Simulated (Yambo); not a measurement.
G0W0@PBEsol for CdI2 (CdI2 type, space group P-3m1, No. 164) in Yambo. Reference settings: 3×3×2 Γ-centred k mesh, bands 5 to 211 and a 8 Ry block in the screening, 211 bands in G with the Bruneval-Gonze terminator, plasmon pole fitted at 27.2 eV. The PBEsol gap A → Γ on this mesh is 2.32 eV; G0W0 gaps are taken between the same points.

The settings were changed. The gap went from 3.67 eV to 3.67 eV, and the shift of the valence edge from -0.90 eV to -0.51 eV.

Q: What was changed between the two runs?
A. 1 Ry block
B. 94 bands in W
C. 74 bands in G, no terminator
D. no terminator

A: C, 74 bands in G, no terminator. The others gave (gap, valence shift): 94 bands in W: 3.69, -0.75 eV; no terminator: 3.66, -0.83 eV; 1 Ry block: 3.55, -0.39 eV.

Spin-orbit coupling is not included.

Geometry relaxed with PBE+D3(BJ); primitive cell a = b = 4.2421 Å, c = 6.8172 Å, α = β = 90.00°, γ = 120.00°.

A shift is the quasiparticle energy of the state minus its PBEsol energy.
